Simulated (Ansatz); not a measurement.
Relaxation of a generated cell, Sn2Pt built in the C15 structure type; 6 atoms in the cell, which starts as Fd-3m, origin choice 1 (No. 227), cF24; a = b = c = 8.3780 Å, α = β = γ = 90.00°. These are PBEsol (plane waves to 420 eV, PAW, scalar-relativistic; Ansatz, an electronic-structure program) values and carry that method's errors. Γ-centred k-mesh 7×7×7 on the run's cell (coarser than for final values), Fermi–Dirac smearing 0.05 eV. This is the first round of the run. 

The optimiser's lines from the output (shortened; P is positive under compression):

```
relax step   1: F+E_penalty+E_count = -48562.60060782 eV  Δ(F+E_penalty+E_count) = +0.000e0 eV  max|allowed force component| = 2.698e-18 eV/Å  Δτ_max = 0.0000 Å  P = -4.148 GPa  Ω = 147.013 Å³  (7 SCF iters, dr2 threshold 1.00e-7 eV, accepted)
relax step   2: F+E_penalty+E_count = -48562.68460355 eV  Δ(F+E_penalty+E_count) = -8.400e-2 eV  max|allowed force component| = 1.455e-17 eV/Å  Δτ_max = 0.0000 Å  P = +3.008 GPa  Ω = 133.153 Å³  (6 SCF iters, dr2 threshold 6.00e-7 eV, accepted)
relax step   3: F+E_penalty+E_count = -48562.72627766 eV  Δ(F+E_penalty+E_count) = -4.167e-2 eV  max|allowed force component| = 1.388e-17 eV/Å  Δτ_max = 0.0000 Å  P = -0.349 GPa  Ω = 138.647 Å³  (6 SCF iters, dr2 threshold 6.00e-7 eV, accepted)
relax step   4: F+E_penalty+E_count = -48562.72714022 eV  Δ(F+E_penalty+E_count) = -8.626e-4 eV  max|allowed force component| = 1.407e-17 eV/Å  Δτ_max = 0.0000 Å  P = -0.025 GPa  Ω = 138.054 Å³  (6 SCF iters, dr2 threshold 3.05e-7 eV, accepted)
relax step   5: F+E_penalty+E_count = -48562.72715611 eV  Δ(F+E_penalty+E_count) = -1.589e-5 eV  max|allowed force component| = 5.782e-18 eV/Å  Δτ_max = 0.0000 Å  P = -0.000 GPa  Ω = 138.011 Å³  (6 SCF iters, dr2 threshold 1.52e-9 eV, accepted)
relax step   6: F+E_penalty+E_count = -48562.72450814 eV  Δ(F+E_penalty+E_count) = +2.648e-3 eV  max|allowed force component| = 1.272e-17 eV/Å  Δτ_max = 0.0000 Å  P = +0.004 GPa  Ω = 138.011 Å³  stress off target by 3.88e-3 GPa  SCF on the basis re-selected at this cell (its energy is not comparable with the rows above)  (6 SCF iters)
```

From the first to the last row the energy changes by -0.02 eV/atom and the volume by -6.1 %. The last row is marked as not comparable with the walk above it, whose basis was carried along; it does compare with step 1, since both stand on a basis selected at the nominal cutoff for their own cell.

Later rounds, restarted from the end of this one on a renewed k-mesh, logged 2 more steps and released under 0.01 eV/atom more. The final structure after all rounds: Fd-3m, origin choice 1 (No. 227), cF24, cubic Laves (MgCu2 type); a = b = c = 8.203 Å, α = β = γ = 90.00°. Between re-selections the logged energies stand on a plane-wave basis carried along with the cell. No spin polarisation in the result.

The run could not lose the symmetry of its start: the end is stationary, and may be a saddle point rather than a minimum.

All atoms sit on sites fixed by symmetry, so only the cell could relax.

The relaxed structure here is a generated cell of Sn2Pt: the first start was made by placing the elements on the sites of a structure type, and the end was not matched to a known phase here, so it may be hypothetical.
